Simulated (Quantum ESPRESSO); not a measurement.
BeTe (zinc blende, space group F-43m, No. 216) has an indirect gap of 1.84 eV with norm-conserving PBEsol (Quantum ESPRESSO, 88 Ry, without SOC). After an isotropic strain (on all lattice vectors, atoms relaxed) the gap is indirect, 1.79 eV.

### Question
Which strain was applied?
A) +2 %
B) -1.5 %
C) -3 %
D) +1 %
E) -0.7 %

### Answer
E, -0.7 %. Gaps found: -3 %: 1.60 eV (indirect); -1.5 %: 1.73 eV (indirect); -0.7 %: 1.79 eV (indirect); 0 %: 1.84 eV (indirect); 1 %: 1.91 eV (indirect); 2 %: 1.98 eV (indirect).
